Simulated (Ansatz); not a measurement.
ZrAs:
```
ZrAs
1.0
    3.83128     0.00000     0.00000
   -1.91564     3.31798     0.00000
    0.00000     0.00000    12.89182
Zr As
4 4
Direct
  0.33333   0.66667   0.11661
  0.66667   0.33333   0.61661
  0.33333   0.66667   0.38339
  0.66667   0.33333   0.88339
  0.00000   0.00000   0.00000
  0.00000   0.00000   0.50000
  0.66667   0.33333   0.25000
  0.33333   0.66667   0.75000
```

Relaxed with r²SCAN.

**Question.** Map the electron localisation function on the plane through (0.333, 0.667, 0.117) spanned by u = [0, 0, 1] and v = [1, -1, 0] in lattice vectors, from plane-wave PAW r²SCAN (Ansatz code).

**Answer.** x is the fraction of u, y of v (the angle between them is 90°; rows are the nearest grid lines); atoms in the plane: Zr at (0.00, 0.00), Zr at (0.50, 0.33), Zr at (0.27, 0.00), Zr at (0.77, 0.33), As at (0.88, 0.67), As at (0.38, 0.67), As at (0.13, 0.33), As at (0.63, 0.00).
```
| +@=.::.#@: %@: ....#%#::.=#%*:...  =@+ |
|.#@=.::.*@=:@@: ....#%#-..+#%*:.... =@#.|
|@@#..-:.:%@@@=.:==:.*%%#+*#%#=::-==:.*@@|
|%#- .-:..=%%*::+**=:+#%####%#=:-+**=:-#%|
|.   ....   .:+#%%%#+-=*####*=-=*%%%%#=..|
|.   ...   .:+#%##%%*--=++++=--+#%%##%#=.|
|+:.      .-*%#+:-*%%-.     ..=#%#+:-*%%+|
|*-.      .=#%#-..+#%-.      .=#%#-..+#%*|
|*-.      :=#%#::.=#%-.      :=#%#::.=#%*|
|*-.     ..=#%#+:-*%%:.      .-*%#+:-*%%*|
|+-::::::::-*%%#+*#%#.       .:=#%#+*#%#+|
|--=*####*=-=*%%%%#=.   ....   .:+#%%%#+-|
|-=*######+--=#%%#=:::  .::. .--::+#%#*=-|
|:*%%#+*#%#=::-==:.*@@#..-:.:%@@@=.:==:.:|
|-*%#+:-*%%+:.::: :@@@@:.-:.+@%%@#..::..-|
|-#%#::.=#%*:...  =@++@=.::.#@: %@: ....-|
|-#%#-..+#%+:.... =@##@=.-:.*@=:@@: ....-|
|:*%%+:-*%%+:.... :@@@@:.=-.+@@%@#. ....:|
| :*%%%%%%+.  .:-..-##-:+##=.=%%*:.:-:   |
| .-#%%%%*:.   :-:..::.=%@%#-.--: .--.   |
|%#-:+##=.=%%*:.:-:  :*%%%%%%+.  .:-..-#%|
|@@#.:++::%@@@+..::. =%%#+*#%#-. .::..#@@|
|.#@=.-:.*@=:@@: ....#%#-..+#%+:.... =@#.|
| +@=.::.#@: %@: ....#%#::.=#%*:...  =@+ |
```
Scale: ten equal steps from 0.027 (start of ' ') to 0.818 (end of '@'), in the order ' .:-=+*#%@'; x runs from 0.000 to 1.00, y from 0.000 (bottom) to 1.00 (top).

The density is the valence pseudo-density with augmentation charge, so density and ELF within about 1 Å of a nucleus are not all-electron values.

Space group P6_3/mmc. The workflow started from an entry of the Crystallography Open Database (COD). Whether it is the stable phase at ambient conditions was not checked. The cell was relaxed with r²SCAN under the symmetry of its start; whether a distortion lowers the energy is not shown. No spin polarisation was allowed.

Potentials: the later of the program's two PAW sets.
